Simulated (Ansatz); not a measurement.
HfN (rock salt)

```xyz
4
Lattice="0.0000 4.5255 4.5255 2.2627 0.0000 2.2627 2.2627 2.2627 0.0000" Properties=species:S:1:pos:R:3 pbc="T T T"
N      0.0000     0.0000     0.0000
N      0.0000     2.2627     2.2627
Hf     2.2627     2.2627     2.2627
Hf     2.2627     4.5255     4.5255
```

Scan: atom 3 (Hf, nearest neighbour N at 2.263 Å; its periodic images, 3.2 Å or more away, move with it) is displaced along Cartesian z, direction (0.000, 0.000, 1.000) in Cartesian axes, by s. The other atoms stay.

Computed with r2SCAN (plane waves to 500 eV, PAW, scalar-relativistic; Ansatz, a program for electronic structure). k mesh 7×14×14 (Γ-centred), Fermi-Dirac smearing 0.05 eV. Left out: 2 of 11 points, with atoms too close for the PAW data. With partly filled bands, energies and forces of such displacements shift with the k mesh and the smearing. F∥ is the force on the atom along that direction. HfN is run without spin polarisation. HfN was relaxed with its symmetry unable to fall. Spin-orbit coupling is left out, though Hf is heavy. 

```json
[
 {"s (Å)": "-0.360", "F∥ (eV/Å)": "6.228"},
 {"s (Å)": "-0.270", "F∥ (eV/Å)": "3.883"},
 {"s (Å)": "-0.180", "F∥ (eV/Å)": "2.206"},
 {"s (Å)": "-0.090", "F∥ (eV/Å)": "0.991"},
 {"s (Å)": "0.000", "F∥ (eV/Å)": "0.000"},
 {"s (Å)": "0.090", "F∥ (eV/Å)": "-0.991"},
 {"s (Å)": "0.180", "F∥ (eV/Å)": "-2.206"},
 {"s (Å)": "0.270", "F∥ (eV/Å)": "-3.883"},
 {"s (Å)": "0.360", "F∥ (eV/Å)": "-6.228"}
]
```

Task: What is the force constant k = d²E/ds² of this move at s = 0?

Result: 10.6 eV/Å². The forces along the line at the two nearest points give (0.991 − (-0.991)) / (2·0.090) = 11.01 eV/Å²; the next pair corrects for the finite step.

(For displaced atoms, the force is minus the slope of the energy, and its curvature is a force constant, which sets phonon frequencies.)
